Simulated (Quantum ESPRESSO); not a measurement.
Ag2TaScRu3Re, one composition in several site orders

Simulated, not a measurement. The program is pw.x of Quantum ESPRESSO 7.5 (plane-wave density functional theory). The cell is made up: eight metal atoms on a hexagonal close-packed lattice, with elements, volume, strain and displacements drawn at random and not relaxed, so it may be unstable or far from any real phase. PseudoDojo standard norm-conserving files set the functional (PBE unless stated); there is no spin polarisation or spin-orbit coupling, the Fermi-Dirac width of 0.25 eV means electrons at about 2900 K, and the masses in the input are unused placeholders. Heavy elements are run without spin-orbit coupling, which real alloys of them have. A spin test at this wide smearing found no moment, but such smearing suppresses magnetism that the real alloy may have.

The runs put one composition on the sites in different orders. Cell, positions, cutoff, mesh and smearing stay as in the input of run 1; sites are counted in its order. Stress in the tables is positive in tension.

Input of run 1:

```
&control calculation='scf', pseudo_dir='./dojo.nc.sr.pbe.v0_5.standard.upf', outdir='./o', disk_io='medium', tprnfor=.true., tstress=.true. /
&system ibrav=0, nat=8, ntyp=5, nbnd=79, ecutwfc=84.00895049, nosym=.true., tot_charge=0,
 occupations='smearing', smearing='fd', degauss=0.0183746611
/
&electrons conv_thr=1.470e-08, electron_maxstep=70, mixing_beta=0.5 /
ATOMIC_SPECIES
Ag 1.0 Ag.upf
Re 1.0 Re.upf
Ru 1.0 Ru.upf
Sc 1.0 Sc.upf
Ta 1.0 Ta.upf
CELL_PARAMETERS angstrom
-2.885 0.0471 -0.014
-0.1048 5.0411 -4.7527
0.0582 -5.0973 -4.8111
ATOMIC_POSITIONS angstrom
Ag 0.0709 -0.1822 0.0165
Ta -0.1163 1.7259 -2.4156
Sc 0.1223 0.0907 -4.8761
Ru -0.1671 1.6729 -7.115
Re -1.6685 -0.9338 -2.4098
Ru -1.4172 -2.6359 -5.027
Ru -1.3118 -0.9162 -7.103
Ag -1.6724 2.4879 -4.6006
K_POINTS automatic
8 4 4 1 1 1
```

```
run  elements on sites 1 to 8  free energy less that of run 1 (eV)  -TS (eV)  pressure (GPa)  stress xx (GPa)  stress yy (GPa)  stress zz (GPa)  stress yz (GPa)  stress xz (GPa)  stress xy (GPa)  iterations
  1   Ag Ta Sc Ru Re Ru Ru Ag                                0.000    -1.913           -8.80             8.62            11.63             6.15             0.12             0.61            -1.33          21
  2   Ta Ag Ag Ru Sc Ru Re Ru                                0.238    -1.975           -9.15             5.93            13.38             8.14            -0.61             1.28            -0.53          22
  3   Ag Ag Ta Ru Ru Ru Re Sc                                0.827    -1.976           -8.86             7.70             7.59            11.28            -3.83             0.81            -2.11          21
  4   Re Ag Ta Ag Sc Ru Ru Ru                                0.032    -1.930           -9.30             7.42            12.41             8.06             1.23             0.53            -0.34          20
  5   Ru Ag Ru Ru Ag Re Ta Sc                                0.347    -1.982           -8.68             7.68            10.36             8.00            -2.23             0.82            -1.28          21
  6   Ag Ag Ru Ru Ta Sc Re Ru                               -0.258    -1.842          -10.54             8.74            10.99            11.89             1.67             2.01            -0.87          21
```

Forces Fx Fy Fz (eV/Å):

```
site              run 1              run 2              run 3              run 4              run 5              run 6
   1    -0.36 1.17 0.11    -0.33 0.97 2.15    -0.29 1.33 0.03    -0.19 0.74 1.11    -0.44 1.52 1.08    -0.44 0.70 0.39
   2   -0.40 -0.87 2.85    0.00 -0.93 0.32    0.02 -1.40 0.62   -0.04 -0.83 0.41    0.10 -1.95 0.55   0.03 -1.38 -0.25
   3  -0.32 -2.37 -0.46   -0.58 -1.18 0.13  -0.82 -3.39 -0.22  -0.41 -0.96 -1.26  -0.62 -1.55 -0.72  -0.37 -0.56 -0.05
   4   -0.11 0.71 -1.07  -0.08 -0.60 -0.50   -0.13 0.03 -0.16  -0.12 -0.57 -0.83  -0.03 -1.20 -0.96     0.16 0.08 0.43
   5   0.57 -0.40 -0.66   0.65 -0.93 -1.17   0.52 -0.78 -1.26     0.79 0.31 0.63    0.68 0.44 -0.49   0.20 -0.70 -0.66
   6     0.04 0.34 0.73   -0.05 -0.08 1.30    -0.11 1.79 1.44    -0.12 0.17 1.31    -0.16 0.20 2.30    -0.04 0.37 1.95
   7    -0.41 0.30 0.26   -0.47 0.66 -0.78    -0.37 0.70 1.22   -0.48 0.20 -0.37    -0.04 2.61 0.86    -0.59 1.81 0.22
   8    0.99 1.12 -1.77    0.86 2.09 -1.45    1.17 1.72 -1.67    0.56 0.93 -1.00   0.50 -0.07 -2.62   1.06 -0.33 -2.03
```

The sites are displaced and not relaxed, so the energy differences mix bonding between neighbours with strain and are not ordering energies. A rerun of one cell of this series at a higher cutoff and on a denser mesh moved values by no more than 0.003 eV in energy, 0.03 GPa in stress and 0.006 eV/Å in force, and a second program with other atomic files agreed on that cell to 2 % rms in force and 0.5 GPa in pressure.